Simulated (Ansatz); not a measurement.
Bi2Se3 (Bi2Te3 type, space group R-3m)

```yaml
crystal:
  lattice:
    - [2.07216, 1.19636, 9.48267]
    - [-2.07216, 1.19636, 9.48267]
    - [0.00000, -2.39272, 9.48267]
  atoms:
    - { symbol: Bi, position: [0.40087, 0.40087, 0.40087] }
    - { symbol: Bi, position: [0.59913, 0.59913, 0.59913] }
    - { symbol: Se, position: [0.00000, 0.00000, 0.00000] }
    - { symbol: Se, position: [0.21052, 0.21052, 0.21052] }
    - { symbol: Se, position: [0.78948, 0.78948, 0.78948] }
```

In each cell atom 3 (Se, nearest neighbour Bi at 3.069 Å; its periodic images, 4.1 Å or more away, move with it) moves by s·(-0.675, -0.390, 0.626) (towards the nearest neighbour), the rest being held.

Calculation: PBE-D3(BJ) (plane waves to 420 eV, PAW, scalar-relativistic; Ansatz, an electronic-structure program). k mesh 8×8×8 (Γ-centred), Fermi-Dirac smearing 0.05 eV. Energies are smeared free energies. F∥ is the force on the atom along that direction. Bi2Se3 was relaxed with its symmetry unable to fall. Spin-orbit coupling is left out, though Bi is heavy. ΔE is measured from the undisplaced structure.

| s (Å) | ΔE (meV/cell) | F∥ (eV/Å) |
|---|---|---|
| -0.610 | 1060 | 4.625 |
| -0.488 | ? | 3.011 |
| -0.366 | 306 | ? |
| -0.244 | 126 | 1.096 |
| -0.122 | 30 | 0.500 |
| 0.000 | 0 | 0.000 |
| 0.122 | 30 | -0.500 |
| 0.244 | 126 | -1.096 |
| 0.366 | 306 | ? |
| 0.488 | ? | -3.011 |
| 0.610 | 1060 | -4.625 |

Complete the blanks.


- -0.488, ΔE (meV/cell): 601
- -0.366, F∥ (eV/Å): 1.892
- 0.366, F∥ (eV/Å): -1.892
- 0.488, ΔE (meV/cell): 601

(For displaced atoms, the force is minus the slope of the energy, and its curvature is a force constant, which sets phonon frequencies.)
